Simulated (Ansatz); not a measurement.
Mg₃SnO:
```cif
data_Mg3OSn
_chemical_formula_sum 'Sn1 O1 Mg3'
_space_group_name_H-M_alt 'Pm-3m'
_space_group_IT_number 221
_space_group_name_Hall '-P 4 2 3'
_cell_length_a 4.34806
_cell_length_b 4.34806
_cell_length_c 4.34806
_cell_angle_alpha 90.000
_cell_angle_beta 90.000
_cell_angle_gamma 90.000
loop_
_atom_site_label
_atom_site_type_symbol
_atom_site_symmetry_multiplicity
_atom_site_Wyckoff_symbol
_atom_site_fract_x
_atom_site_fract_y
_atom_site_fract_z
_atom_site_occupancy
Sn1 Sn 1 a 0.00000 0.00000 0.00000 1
O1 O 1 b 0.50000 0.50000 0.50000 1
Mg1 Mg 3 c 0.00000 0.50000 0.50000 1
```

Relaxed with PBEsol.

Decompose the optical modes at the zone centre into irreducible representations, and say which are infrared and Raman allowed.

Point group m-3m: Γ_opt = 3T1u + T2u. Infrared: T1u. Raman: none.

Assign frequencies (DFPT, DFT-PBEsol in the program Ansatz with PAW potentials).

T1u 156, T2u 186, T1u 266, T1u 318 cm⁻¹.

The start of the workflow was typed in or built on a structure type; neither database checked (COD, Materials Project) lists it. Its standing as an ambient phase is unchecked. The cell was relaxed with PBEsol under the symmetry of its start; whether a distortion lowers the energy is not shown. As this level gives no gap, phonon frequencies hold no LO–TO term and depend on the k-mesh and smearing (Fermi–Dirac, 0.1 eV here). Scalar-relativistic: spin–orbit coupling is off unless named, which matters more the heavier the elements.

Potentials: the later of the program's two PAW sets.
